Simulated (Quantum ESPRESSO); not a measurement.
## PSi2BC4 (convergence and cost over cutoff and k mesh)

A calculation, not a measurement. The program is pw.x of Quantum ESPRESSO 7.5 (plane-wave density functional theory). The cell is made up: 8 atoms on a zincblende/diamond lattice, with randomly drawn elements, strain and displacements, not relaxed. PseudoDojo standard norm-conserving files (v0.5 for PBE, v0.4.1 for LDA and PBEsol) set the functional; there is no spin polarisation, spin-orbit coupling or dispersion term, and the masses in the input are unused placeholders.

Input of the run in row 4:

```
&control calculation='scf', pseudo_dir='./dojo.nc.sr.pbe.v0_5.standard.upf', outdir='./o', disk_io='medium', tprnfor=.true., tstress=.true. /
&system ibrav=0, nat=8, ntyp=4, nbnd=22, ecutwfc=82.02448710, nosym=.true., tot_charge=0,
 occupations='smearing', smearing='fd', degauss=0.0018374661
/
&electrons conv_thr=7.350e-09, electron_maxstep=60, /
ATOMIC_SPECIES
B 1.0 B.upf
C 1.0 C.upf
P 1.0 P.upf
Si 1.0 Si.upf
CELL_PARAMETERS angstrom
4.3243 -0.029 -0.0079
-0.029 4.2939 0.0375
-0.0079 0.0375 4.3318
ATOMIC_POSITIONS angstrom
P 0.0678 0.0334 -0.1123
Si 0.0159 2.1808 2.0766
Si 2.1459 -0.0157 2.1343
B 2.1916 2.0852 -0.1149
C 1.1158 1.0245 1.011
C 1.0706 3.22 3.4961
C 3.429 1.1316 3.371
C 3.1839 3.1357 1.1063
K_POINTS automatic
4 4 4 1 1 1
```

The same cell was run at these settings. Meshes are shifted by half a step, and differences are from the last row, which is itself not exact.

| cutoff (eV) | k mesh | k points solved | threshold (eV) | free energy less the last row's (eV) | pressure (GPa) | largest stress difference (GPa) | largest force difference (eV/Å) | iterations | wall time (s) | k-point pools | processor |
| --- | --- | --- | --- | --- | --- | --- | --- | --- | --- | --- | --- |
| 781 | 2 x 2 x 2 | 4 | 1e-04 | 0.758 | -13.35 | 2.56 | 0.164 | 8 | 11 | 1 | AMD EPYC, Zen 5 class |
| 1116 | 2 x 2 x 2 | 4 | 1e-07 | 0.490 | -10.58 | 0.53 | 0.160 | 11 | 19 | 1 | AMD EPYC, Zen 5 class |
| 607 | 4 x 4 x 4 | 32 | 1e-07 | 1.411 | -19.77 | 9.01 | 0.069 | 11 | 34 | 1 | AMD EPYC, Zen 5 class |
| 1116 | 4 x 4 x 4 | 32 | 1e-07 | 0.006 | -10.85 | 0.07 | 0.007 | 11 | 101 | 1 | AMD EPYC, Zen 5 class |
| 1347 | 6 x 6 x 6 | 108 | 1e-07 | 0.000 | -10.79 | 0.00 | 0.000 | 11 | 365 | 1 | AMD EPYC, Zen 5 class |

Each pool is one process. Wall times include start-up and a band step at six k points, which weighs most on the coarsest meshes. The runs were on shared virtual cores whose load varied, so times are rough.